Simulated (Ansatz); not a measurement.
# Zincblende alloy of AlP and GaP (18 of 32 Al sites exchanged), 64 atoms

Ansatz, PAW, plane waves. PBEsol relaxation of volume and atoms (shape held) at the single k point (¼, ¼, ¼) without its symmetry partners; single points on the relaxed atoms at the Γ point alone, onto which points of the small cell's zone fold. Arrangement: random. No spin–orbit coupling unless named.

Relaxed structure:

```cif
data_structure
_symmetry_space_group_name_H-M 'P 1'
_symmetry_Int_Tables_number 1
_cell_length_a 10.9073
_cell_length_b 10.9073
_cell_length_c 10.9073
_cell_angle_alpha 90.000
_cell_angle_beta 90.000
_cell_angle_gamma 90.000
_cell_volume 1297.65
loop_
_atom_site_label
_atom_site_type_symbol
_atom_site_fract_x
_atom_site_fract_y
_atom_site_fract_z
_atom_site_occupancy
Ga1 Ga 0.99965 0.00032 0.00034 1
Ga2 Ga 0.00043 0.99986 0.50017 1
Ga3 Ga 0.00025 0.50000 0.50067 1
Ga4 Ga 0.50048 0.00038 0.00007 1
Ga5 Ga 0.49978 0.50006 0.50069 1
Ga6 Ga 0.24980 0.25020 0.50050 1
Ga7 Ga 0.24932 0.75029 0.50008 1
Ga8 Ga 0.75010 0.24983 0.00061 1
Ga9 Ga 0.24946 0.00017 0.25067 1
Ga10 Ga 0.25012 0.00036 0.75002 1
Ga11 Ga 0.25026 0.50033 0.74959 1
Ga12 Ga 0.75063 0.00050 0.24979 1
Ga13 Ga 0.75033 0.00037 0.75071 1
Ga14 Ga 0.75025 0.49955 0.25084 1
Ga15 Ga 0.75035 0.49997 0.75024 1
Ga16 Ga 0.99987 0.24957 0.25055 1
Ga17 Ga 0.00044 0.75077 0.74949 1
Ga18 Ga 0.50022 0.24990 0.75019 1
Al1 Al 0.99964 0.49978 0.99962 1
Al2 Al 0.49953 0.99979 0.50013 1
Al3 Al 0.50018 0.49938 0.99989 1
Al4 Al 0.24940 0.24963 0.99968 1
Al5 Al 0.24951 0.75075 0.99975 1
Al6 Al 0.74945 0.25011 0.49985 1
Al7 Al 0.74954 0.75009 0.99938 1
Al8 Al 0.74976 0.74976 0.49989 1
Al9 Al 0.24952 0.49986 0.25055 1
Al10 Al 0.99972 0.25001 0.74952 1
Al11 Al 0.99933 0.75005 0.24971 1
Al12 Al 0.49928 0.24987 0.24977 1
Al13 Al 0.49970 0.74987 0.24987 1
Al14 Al 0.49933 0.75006 0.74953 1
P1 P 0.12453 0.12471 0.12541 1
P2 P 0.12523 0.12487 0.62487 1
P3 P 0.12474 0.62523 0.12505 1
P4 P 0.12495 0.62513 0.62487 1
P5 P 0.62514 0.12495 0.12507 1
P6 P 0.62489 0.12483 0.62543 1
P7 P 0.62549 0.62445 0.12525 1
P8 P 0.62503 0.62461 0.62538 1
P9 P 0.37457 0.37492 0.12496 1
P10 P 0.37499 0.37476 0.62521 1
P11 P 0.37476 0.87584 0.12497 1
P12 P 0.37398 0.87495 0.62488 1
P13 P 0.87482 0.37452 0.12565 1
P14 P 0.87459 0.37516 0.62468 1
P15 P 0.87450 0.87525 0.12449 1
P16 P 0.87486 0.87517 0.62493 1
P17 P 0.37428 0.12531 0.37542 1
P18 P 0.37535 0.12491 0.87495 1
P19 P 0.37458 0.62504 0.37587 1
P20 P 0.37505 0.62522 0.87525 1
P21 P 0.87523 0.12477 0.37524 1
P22 P 0.87497 0.12523 0.87556 1
P23 P 0.87537 0.62453 0.37552 1
P24 P 0.87537 0.62559 0.87431 1
P25 P 0.12446 0.37461 0.37578 1
P26 P 0.12498 0.37509 0.87434 1
P27 P 0.12447 0.87465 0.37496 1
P28 P 0.12445 0.87601 0.87465 1
P29 P 0.62408 0.37511 0.37502 1
P30 P 0.62562 0.37446 0.87487 1
P31 P 0.62518 0.87535 0.37456 1
P32 P 0.62448 0.87529 0.87457 1
```

Problem. What are the mean bond lengths by pair (pairs within 1.2 times the sum of covalent radii, less contacts 15 % beyond the pair's median; cation–cation pairs of compounds aside; long ionic contacts are cut short by that bound)?

Solution. Al–P 2.364 ± 0.002 Å (standard deviation, 56 bonds); Ga–P 2.360 ± 0.002 Å (standard deviation, 72 bonds).

Problem. What gap lies between the top filled and the lowest empty level in the single points?

Solution. HSE06 2.26 eV (15 s on NVIDIA GB200). An indirect band minimum needn't fold onto Γ of this cell; where it doesn't, these gaps are too wide.
